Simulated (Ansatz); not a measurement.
The start is a relaxed TiSi2 cell, doubled along one cell vector, shaken by Gaussian noise of σ = 0.08 Å a coordinate. The structure is fully relaxed (lattice and positions, P = 0) with PBE (plane waves to 420 eV, PAW, scalar-relativistic; Ansatz, an electronic-structure program). First-step values are on the input's coarse k-mesh.

Ansatz input (later rounds restart from its end on a renewed k-mesh):
Ansatz 0.2 input:
```yaml
crystal:
  lattice:
    - [2.8580291934, 0, 0]
    - [-2.8580291934, 4.9502517724, 0]
    - [0, 0, 6.250198996]
  atoms:
    - { symbol: Ti, position: [-0.0457437653, 0.0006829614, -0.0036584901] }
    - { symbol: Ti, position: [-0.0324647847, 0.4809756435, 0.008159731] }
    - { symbol: Si, position: [0.3736634938, 0.3255656083, 0.3557068029] }
    - { symbol: Si, position: [0.3108174167, 0.8304249629, 0.3689031247] }
    - { symbol: Si, position: [0.667435026, 0.1894125081, 0.6829394846] }
    - { symbol: Si, position: [0.6994064819, 0.6682447636, 0.6553237338] }
basis: { ecutwfc: 420, ecutrho_ratio: 4, xc_grid: 2, fft_grid_basis: typed }
kpoints: { mp_grid: { grid: [9, 5, 4] } }
hamiltonian:
  xc: pbe
  dispersion: none
  pseudopotentials: { azcp: { folder: ./paw }, kind: paw }
scf: { occupations: { method: fermi_dirac, width: 0.05 } }
relax: { f_tol: 0.01, max_steps: 100, cell: { stress_tol: 0.02 } }
output: { forces: true, stress: true }
```

**Question.** How does the volume change?

**Answer.** +3.7 %, from 14.74 to 15.28 Å³/atom.

**Question.** How do the shortest distances between atoms change?

**Answer.** The closest pairs of elements (up to four, under 3.6 Å), start → end: Si–Si 2.34 → 2.36 Å; Si–Ti 2.49 → 2.67 Å; Ti–Ti 2.73 → 2.77 Å.

**Question.** What does it relax into? Give the structure.

**Answer.** 
Space group P4/mmm (No. 123); a = 2.766 Å, b = 2.766 Å, c = 5.988 Å, α = 90.00°, β = 90.00°, γ = 90.00°

```
atom  site  symmetry       x       y       z
----  ----  --------  ------  ------  ------
Ti      1c     4/mmm  0.5000  0.5000  0.0000
Si      2g       4mm  0.0000  0.0000  0.3032
```

Final values are on a 17×17×8 k-mesh of the relaxed cell. No spin polarisation in the result.

The relaxed structure here is a generated cell of TiSi2: the first start was made by placing the elements on the sites of a structure type, and the end was not matched to a known phase here, so it may be hypothetical. Known forms of TiSi2 include space group No. 63, 70.
